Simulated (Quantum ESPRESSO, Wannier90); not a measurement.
Wannier functions of Mo (bcc (W type))

```xyz
1
Lattice="-1.5838 1.5838 1.5838 1.5838 -1.5838 1.5838 1.5838 1.5838 -1.5838" Properties=species:S:1:pos:R:3 pbc="T T T"
Mo     0.0000     0.0000     0.0000
```

Structure: Materials Project mp-129, symmetrised, not relaxed again. This is the element's usual structure. Level: PBEsol, no spin polarisation, no spin-orbit coupling; pw.x of Quantum ESPRESSO at 64 Ry with PseudoDojo potentials, 12×12×12 k-points, Wannier90. Density: 18×18×18 mesh, cold smearing 0.01 Ry.

A tight-binding model is made by disentanglement and projection with no localisation steps (num_iter = 0), so the 9 orbitals stay atom-like: hydrogen-like Mo: s;p;d, axes along x, y, z; frozen window up to 1.50 eV relative to the Fermi level. It follows pw.x to 2.2 meV rms for states up to 1.0 eV relative to the Fermi level. Matrix elements depend on this choice of orbitals and windows.

Task: What are the on-site energies relative to the Fermi level, and how fast do the hoppings decay?

Result: 
| atom | orbitals | energy (eV) |
|---|---|---|
| Mo1 | s | 8.26 |
| Mo1 | pz px py | 14.08 |
| Mo1 | dz2 dx2-y2 | 0.03 |
| Mo1 | dxz dyz dxy | 0.35 |

| distance of the centres (Å) | largest modulus (eV) |
|---|---|
| 2–3 | 1.3 |
| 3–4 | 2.8 |
| 4–5 | 0.13 |
| 5–6 | 0.37 |
| 6–7 | 0.12 |
| 7–8 | 0.039 |
| 8–9 | 0.031 |
| 9–10 | 0.023 |
| 10–11 | 0.0056 |
| 11–12 | 0.0036 |
| 12–13 | 0.0036 |
